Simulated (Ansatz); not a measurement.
Space group I4/mmm (No. 139). a = 3.675 Å, b = 3.675 Å, c = 6.186 Å, α = 90.00°, β = 90.00°, γ = 90.00°
```csv
atom,site,symmetry,x,y,z
Y,2a,4/mmm,0.0000,0.0000,0.0000
C,4e,4mm,0.0000,0.0000,0.3955
```

Equation of state of this YC2 structure (not necessarily the ground state), with shape and atoms relaxed at each volume where symmetry leaves them free. It has no gap at any of these volumes. Method: DFT r2SCAN, scalar-relativistic, plane waves, PAW in Ansatz 0.2.0.

Plane waves to 500 eV, a k mesh through Γ of 16×16×16 on the computed 3-atom cell and Gaussian smearing (0.10 eV); no spin polarisation.

```json
{"V (Å³/atom)": "12.255", "E − E(largest V) (meV/atom)": "48.21", "P (GPa)": "19.29"}
{"V (Å³/atom)": "12.673", "E − E(largest V) (meV/atom)": "6.04", "P (GPa)": "13.23"}
{"V (Å³/atom)": "13.090", "E − E(largest V) (meV/atom)": "-21.55", "P (GPa)": "8.09"}
{"V (Å³/atom)": "13.508", "E − E(largest V) (meV/atom)": "-36.74", "P (GPa)": "3.72"}
{"V (Å³/atom)": "13.926", "E − E(largest V) (meV/atom)": "-41.42", "P (GPa)": "0.01"}
{"V (Å³/atom)": "14.344", "E − E(largest V) (meV/atom)": "-37.19", "P (GPa)": "-3.14"}
{"V (Å³/atom)": "14.761", "E − E(largest V) (meV/atom)": "-25.41", "P (GPa)": "-5.80"}
{"V (Å³/atom)": "15.318", "E − E(largest V) (meV/atom)": "0.00", "P (GPa)": "-8.70"}
```

Q: Fit a third-order Birch–Murnaghan equation to E(V).

A: V0 = 13.93 Å³/atom, B0 = 113 GPa, B0' = 4.5.